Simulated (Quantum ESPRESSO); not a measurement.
Si6Ge2, one run as intended and one with a planted mistake

Simulated, not a measurement. The program is pw.x of Quantum ESPRESSO 7.5 (plane-wave density functional theory). The cell is made up: 8 atoms on a zincblende/diamond lattice, with randomly drawn elements, strain and displacements, not relaxed. PseudoDojo standard norm-conserving files (v0.5 for PBE, v0.4.1 for LDA and PBEsol) set the functional; there is no spin polarisation, spin-orbit coupling or dispersion term, and the masses in the input are unused placeholders.

Intended input:

```
&control calculation='scf', pseudo_dir='./dojo.nc.sr.pbe.v0_5.standard.upf', outdir='./o', disk_io='low', tprnfor=.true., tstress=.true. /
&system ibrav=0, nat=8, ntyp=2, nbnd=32, ecutwfc=77.98206166, nosym=.true., tot_charge=0,
 occupations='smearing', smearing='fd', degauss=0.0018374661
/
&electrons conv_thr=7.350e-09, electron_maxstep=60, /
ATOMIC_SPECIES
Ge 1.0 Ge.upf
Si 1.0 Si.upf
CELL_PARAMETERS angstrom
5.5563 0.0 0.0
0.0 5.5563 0.0
0.0 0.0 5.5563
ATOMIC_POSITIONS angstrom
Si 0.0408 -0.0091 -0.0207
Si -0.0498 2.8168 2.7604
Ge 2.7321 -0.0045 2.802
Ge 2.7724 2.7195 0.0185
Si 1.343 1.3423 1.4182
Si 1.449 4.2138 4.1797
Si 4.1936 1.3348 4.1473
Si 4.1399 4.1375 1.3932
K_POINTS automatic
4 4 4 1 1 1
```

The log is shortened where brackets say so; the opening notice, blank lines, dates and the lines on written files are dropped, and the path of the files is cut. It prints rydbergs, bohrs and kilobars, and counts compression as positive stress.

Log of the intended run:

```
     Program PWSCF v.7.5
     Parallel version (MPI & OpenMP), running on       4 processor cores
     Number of MPI processes:                 4
     Threads/MPI process:                     1
     [start-up lines left out]
     bravais-lattice index     =            0
     lattice parameter (alat)  =      10.4999  a.u.
     unit-cell volume          =    1157.5871 (a.u.)^3
     number of atoms/cell      =            8
     number of atomic types    =            2
     number of electrons       =        52.00
     number of Kohn-Sham states=           32
     kinetic-energy cutoff     =      77.9821  Ry
     charge density cutoff     =     311.9282  Ry
     scf convergence threshold =      7.3E-09
     mixing beta               =       0.7000
     number of iterations used =            8  plain     mixing
     Exchange-correlation= PBE
                           (   1   4   3   4   0   0   0)
     [axes and pseudopotential details left out]
   Cartesian axes
     site n.     atom                  positions (alat units)
         1        Si     tau(   1) = (   0.0073430  -0.0016378  -0.0037255  )
         2        Si     tau(   2) = (  -0.0089628   0.5069561   0.4968054  )
         3        Ge     tau(   3) = (   0.4917121  -0.0008099   0.5042924  )
         4        Ge     tau(   4) = (   0.4989651   0.4894444   0.0033296  )
         5        Si     tau(   5) = (   0.2417076   0.2415816   0.2552418  )
         6        Si     tau(   6) = (   0.2607851   0.7583824   0.7522452  )
         7        Si     tau(   7) = (   0.7547469   0.2402318   0.7464140  )
         8        Si     tau(   8) = (   0.7450822   0.7446502   0.2507424  )
     number of k points=    32  Fermi-Dirac smearing, width (Ry)=  0.0018
                       cart. coord. in units 2pi/alat
        k(    1) = (   0.1250000   0.1250000   0.1250000), wk =   0.0625000
        k(    2) = (   0.1250000   0.1250000   0.3750000), wk =   0.0625000
     [further k points left out]
     Dense  grid:   107783 G-vectors     FFT dimensions: (  60,  60,  60)
     Estimated max dynamical RAM per process >     181.06 MB
     Estimated total dynamical RAM >     645.31 MB
     Initial potential from superposition of free atoms
     starting charge      51.9947, renormalised to      52.0000
     Starting wfcs are   42 randomized atomic wfcs
     total cpu time spent up to now is        2.9 secs
     per-process dynamical memory:   129.7 Mb
     Self-consistent Calculation
     iteration #  1     ecut=    77.98 Ry     beta= 0.70
     Davidson diagonalization with overlap
     ethr =  1.00E-02,  avg # of iterations =  3.8
     Threshold (ethr) on eigenvalues was too large:
     Diagonalizing with lowered threshold
     Davidson diagonalization with overlap
     ethr =  3.18E-04,  avg # of iterations =  5.1
     total cpu time spent up to now is       12.0 secs
     total energy              =    -408.02848807 Ry
     estimated scf accuracy    <       0.18679169 Ry
     iteration #  2     ecut=    77.98 Ry     beta= 0.70
     Davidson diagonalization with overlap
     ethr =  3.59E-04,  avg # of iterations =  1.2
     total cpu time spent up to now is       15.2 secs
     total energy              =    -408.03493760 Ry
     estimated scf accuracy    <       0.01061932 Ry
     [iterations 3 to 7 left out]
     iteration #  8     ecut=    77.98 Ry     beta= 0.70
     Davidson diagonalization with overlap
     ethr =  1.98E-10,  avg # of iterations =  3.4
     total cpu time spent up to now is       43.2 secs
     total energy              =    -408.03652585 Ry
     estimated scf accuracy    <       0.00000003 Ry
     iteration #  9     ecut=    77.98 Ry     beta= 0.70
     Davidson diagonalization with overlap
     ethr =  5.01E-11,  avg # of iterations =  2.0
     total cpu time spent up to now is       46.7 secs
     End of self-consistent calculation
     [lines on levels left out]
!    total energy              =    -408.03652585 Ry
     estimated scf accuracy    <          1.2E-09 Ry
     smearing contrib. (-TS)   =      -0.00000000 Ry
     internal energy E=F+TS    =    -408.03652585 Ry
     The total energy is F=E-TS. E is the sum of the following terms:
     one-electron contribution =    -234.68258224 Ry
     hartree contribution      =     145.06444546 Ry
     xc contribution           =    -105.69764380 Ry
     ewald contribution        =    -212.72074528 Ry
     convergence has been achieved in   9 iterations
     Forces acting on atoms (cartesian axes, Ry/au):
     atom    1 type  2   force =    -0.02070574   -0.01232302    0.01247759
     atom    2 type  2   force =     0.02559202   -0.01193512    0.01996144
     atom    3 type  1   force =     0.03156223    0.00485853   -0.02208401
     atom    4 type  1   force =     0.00103483   -0.00284865   -0.00697430
     atom    5 type  2   force =    -0.01751222    0.02679242   -0.00384961
     atom    6 type  2   force =    -0.04549369   -0.04612234    0.00862577
     atom    7 type  2   force =     0.01147649    0.02164676    0.00583741
     atom    8 type  2   force =     0.01404608    0.01993142   -0.01399429
     Total force =     0.101158     Total SCF correction =     0.000079
     Computing stress (Cartesian axis) and pressure
          total   stress  (Ry/bohr**3)                   (kbar)     P=       -7.73
  -0.00005639   0.00000427   0.00001834           -8.30        0.63        2.70
   0.00000427  -0.00005491  -0.00004506            0.63       -8.08       -6.63
   0.00001834  -0.00004506  -0.00004627            2.70       -6.63       -6.81
     init_run     :      2.69s CPU      2.81s WALL (       1 calls)
     electrons    :     43.58s CPU     43.86s WALL (       1 calls)
     forces       :      0.87s CPU      0.89s WALL (       1 calls)
     stress       :      3.07s CPU      3.07s WALL (       1 calls)
     [timing details left out]
     PWSCF        :     50.33s CPU     50.78s WALL
     JOB DONE.
```

A second run has one planted mistake: the cell has the wrong charge. The input lines that differ, file-writing options aside:

```
- &system ibrav=0, nat=8, ntyp=2, nbnd=32, ecutwfc=77.98206166, nosym=.true., tot_charge=0,
+ &system ibrav=0, nat=8, ntyp=2, nbnd=32, ecutwfc=77.98206166, nosym=.true., tot_charge=1,
```

Its log:

```
     Program PWSCF v.7.5
     Parallel version (MPI & OpenMP), running on       4 processor cores
     Number of MPI processes:                 4
     Threads/MPI process:                     1
     [start-up lines left out]
     bravais-lattice index     =            0
     lattice parameter (alat)  =      10.4999  a.u.
     unit-cell volume          =    1157.5871 (a.u.)^3
     number of atoms/cell      =            8
     number of atomic types    =            2
     number of electrons       =        51.00
     number of Kohn-Sham states=           32
     kinetic-energy cutoff     =      77.9821  Ry
     charge density cutoff     =     311.9282  Ry
     scf convergence threshold =      7.3E-09
     mixing beta               =       0.7000
     number of iterations used =            8  plain     mixing
     Exchange-correlation= PBE
                           (   1   4   3   4   0   0   0)
     [axes and pseudopotential details left out]
   Cartesian axes
     site n.     atom                  positions (alat units)
         1        Si     tau(   1) = (   0.0073430  -0.0016378  -0.0037255  )
         2        Si     tau(   2) = (  -0.0089628   0.5069561   0.4968054  )
         3        Ge     tau(   3) = (   0.4917121  -0.0008099   0.5042924  )
         4        Ge     tau(   4) = (   0.4989651   0.4894444   0.0033296  )
         5        Si     tau(   5) = (   0.2417076   0.2415816   0.2552418  )
         6        Si     tau(   6) = (   0.2607851   0.7583824   0.7522452  )
         7        Si     tau(   7) = (   0.7547469   0.2402318   0.7464140  )
         8        Si     tau(   8) = (   0.7450822   0.7446502   0.2507424  )
     number of k points=    32  Fermi-Dirac smearing, width (Ry)=  0.0018
                       cart. coord. in units 2pi/alat
        k(    1) = (   0.1250000   0.1250000   0.1250000), wk =   0.0625000
        k(    2) = (   0.1250000   0.1250000   0.3750000), wk =   0.0625000
     [further k points left out]
     Dense  grid:   107783 G-vectors     FFT dimensions: (  60,  60,  60)
     Estimated max dynamical RAM per process >     181.06 MB
     Estimated total dynamical RAM >     645.31 MB
     Initial potential from superposition of free atoms
     starting charge      51.9947, renormalised to      51.0000
     Starting wfcs are   42 randomized atomic wfcs
     total cpu time spent up to now is        2.7 secs
     per-process dynamical memory:   129.7 Mb
     Self-consistent Calculation
     iteration #  1     ecut=    77.98 Ry     beta= 0.70
     Davidson diagonalization with overlap
     ethr =  1.00E-02,  avg # of iterations =  3.8
     Threshold (ethr) on eigenvalues was too large:
     Diagonalizing with lowered threshold
     Davidson diagonalization with overlap
     ethr =  7.90E-04,  avg # of iterations =  1.6
     total cpu time spent up to now is       11.1 secs
     total energy              =    -408.36053942 Ry
     estimated scf accuracy    <       0.42856316 Ry
     iteration #  2     ecut=    77.98 Ry     beta= 0.70
     Davidson diagonalization with overlap
     ethr =  8.40E-04,  avg # of iterations =  3.8
     total cpu time spent up to now is       15.5 secs
     total energy              =    -408.42023312 Ry
     estimated scf accuracy    <       0.27364081 Ry
     [iterations 3 to 8 left out]
     iteration #  9     ecut=    77.98 Ry     beta= 0.70
     Davidson diagonalization with overlap
     ethr =  6.52E-10,  avg # of iterations =  2.0
     total cpu time spent up to now is       47.2 secs
     total energy              =    -408.49212990 Ry
     estimated scf accuracy    <       0.00000006 Ry
     iteration # 10     ecut=    77.98 Ry     beta= 0.70
     Davidson diagonalization with overlap
     ethr =  1.09E-10,  avg # of iterations =  2.8
     total cpu time spent up to now is       51.0 secs
     End of self-consistent calculation
     [lines on levels left out]
!    total energy              =    -408.49212991 Ry
     estimated scf accuracy    <          2.4E-09 Ry
     smearing contrib. (-TS)   =      -0.00061926 Ry
     internal energy E=F+TS    =    -408.49151066 Ry
     The total energy is F=E-TS. E is the sum of the following terms:
     one-electron contribution =    -235.50495764 Ry
     hartree contribution      =     144.65583502 Ry
     xc contribution           =    -104.92164276 Ry
     ewald contribution        =    -212.72074528 Ry
     convergence has been achieved in  10 iterations
     Forces acting on atoms (cartesian axes, Ry/au):
     atom    1 type  2   force =    -0.02272134   -0.00988072    0.01062213
     atom    2 type  2   force =     0.02203836   -0.00895223    0.01837691
     atom    3 type  1   force =     0.02651028    0.00704854   -0.02240451
     atom    4 type  1   force =    -0.00297641   -0.00050187   -0.00815634
     atom    5 type  2   force =    -0.01405655    0.02155794   -0.00149727
     atom    6 type  2   force =    -0.04055911   -0.04523849    0.00903635
     atom    7 type  2   force =     0.01484199    0.01649012    0.00578110
     atom    8 type  2   force =     0.01692278    0.01947672   -0.01175837
     Total force =     0.093422     Total SCF correction =     0.000194
     Computing stress (Cartesian axis) and pressure
          total   stress  (Ry/bohr**3)                   (kbar)     P=     -107.22
  -0.00073997  -0.00000175   0.00002518         -108.85       -0.26        3.70
  -0.00000175  -0.00072896  -0.00005344           -0.26     -107.23       -7.86
   0.00002518  -0.00005344  -0.00071774            3.70       -7.86     -105.58
     init_run     :      2.49s CPU      2.61s WALL (       1 calls)
     electrons    :     47.97s CPU     48.25s WALL (       1 calls)
     forces       :      0.89s CPU      0.91s WALL (       1 calls)
     stress       :      2.99s CPU      2.99s WALL (       1 calls)
     [timing details left out]
     PWSCF        :     54.49s CPU     54.95s WALL
     JOB DONE.
```

```
                                            intended run  run with the mistake
                          free energy (eV)     -5551.620             -5557.819
                    smearing term -TS (eV)        0.0000               -0.0084
                            pressure (GPa)         -0.77                -10.72
            largest force component (eV/Å)         1.186                 1.163
largest change of a force component (eV/Å)                               0.135
                                iterations             9                    10
```

For scale, a rerun of the intended cell at 1347 eV and a 6 x 6 x 6 mesh moved values by no more than 0.015 eV in energy, 0.03 GPa in stress and 0.002 eV/Å in force. The charged cell sits in a uniform background, so its energy and stress rest on the program's zero of potential.